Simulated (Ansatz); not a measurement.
SnO₂:
```xyz
6
Lattice="4.7599 0.0000 0.0000 0.0000 4.7599 0.0000 0.0000 0.0000 3.2008" Properties=species:S:1:pos:R:3 pbc="T T T"
Sn     0.0000     0.0000     0.0000
Sn     2.3799     2.3799     1.6004
O      1.4561     1.4561     0.0000
O      3.8361     0.9238     1.6004
O      0.9238     3.8361     1.6004
O      3.3038     3.3038     0.0000
```

Relaxed with r²SCAN.

**Question.** Give the optical modes at the zone centre with their infrared and Raman activity from DFPT, plane-wave PAW r²SCAN (Ansatz code).

**Answer.** Transverse frequencies, without the LO–TO term; a row sums one degenerate level.

| ω (cm⁻¹) | degeneracy | IR ((D/Å)²/amu) | Raman (Å⁴/amu) | activity | symmetry |
|---|---|---|---|---|---|
| 120 | 1 | 0.00 | 0 | silent | B1g |
| 151 | 1 | 0.00 | 0 | silent | B1u |
| 241 | 2 | 19.33 | 0 | IR | Eu |
| 284 | 2 | 7.17 | 0 | IR | Eu |
| 372 | 1 | 0.00 | 0 | silent | A2g |
| 460 | 1 | 37.60 | 0 | IR | A2u |
| 466 | 2 | 0.00 | 3.3 | Raman | Eg |
| 563 | 1 | 0.00 | 0 | silent | B1u |
| 598 | 2 | 42.40 | 0 | IR | Eu |
| 625 | 1 | 0.00 | 31 | Raman | A1g |
| 764 | 1 | 0.00 | 7.9 | Raman | B2g |

**Question.** How high does the top mode go among those that the LO–TO term moves?

**Answer.** 743 cm⁻¹ for q along x, 743 cm⁻¹ for q along y, 683 cm⁻¹ for q along z.

Space group P4_2/mnm (rutile). The cell was relaxed with r²SCAN under the symmetry of its start; of distortions, only those at the zone centre were tested. Scalar-relativistic: spin–orbit coupling is off unless named, which matters more the heavier the elements.

Potentials: the later of the program's two PAW sets.
